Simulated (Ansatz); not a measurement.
**¹⁷O NMR of the central transition in SbH₃OF₆**

Cell: a Materials Project structure (computed, not necessarily an observed phase), taken as it stands.

Space group I2_13 (No. 199); a = 10.2270 Å.

```csv
site,Wyckoff,site symmetry,x,y,z
Sb,8a,.3.,0.7575,0.2575,0.2425
H,24c,1,0.5462,0.9431,0.4328
O,8a,.3.,0.0034,0.5034,0.9966
F21,24c,1,0.8992,0.3586,0.3068
F33,24c,1,0.6154,0.1446,0.1864
```

One atom of each set is listed; the run and its k-mesh use a cell of 44 atoms with edges of 8.86, 8.86, 8.86 Å.

Method: Kohn–Sham DFT in Ansatz, PBE, plane waves and PAW, scalar-relativistic, 420 eV cutoff, Γ-centred 3×3×3 k-points, Fermi–Dirac smearing 0.02 eV.

¹⁷O has I = 5/2 and Q = -25.58 mb (Pyykkö 2018); at 16.4 T its Larmor frequency is ν₀ = 94.7 MHz. Only the quadrupole interaction is simulated: positions count from each site's isotropic chemical shift, and J coupling is left out, as are shift anisotropy and dipolar coupling, which fast spinning averages.

Simulated pattern of one O site (fast magic-angle spinning, Gaussian broadening 0.8 kHz):

(offset (kHz), height): (-17.00, 0), (-16.33, 4), (-15.66, 6), (-14.99, 6), (-14.32, 6), (-13.65, 7), (-12.98, 7), (-12.31, 7), (-11.64, 8), (-10.97, 15), (-10.29, 70), (-9.62, 76), (-8.95, 55), (-8.28, 47), (-7.61, 44), (-6.94, 43), (-6.27, 43), (-5.60, 45), (-4.93, 48), (-4.26, 54), (-3.59, 66), (-2.91, 100), (-2.24, 78), (-1.57, 7)

(1) Which |C_Q| and η does the pattern imply?

## Answers

(1) The pattern spans 14.1 kHz before broadening and its centre of gravity is at -6.57 kHz, which fixes P_Q; the places of the horns and steps fix η. That gives P_Q = 10.2 MHz, |C_Q| = 10.2 MHz and η = 0.00. The sign of C_Q can't be read from the pattern.

An axis of threefold or higher order runs through O, so V_zz lies along it and η is zero.
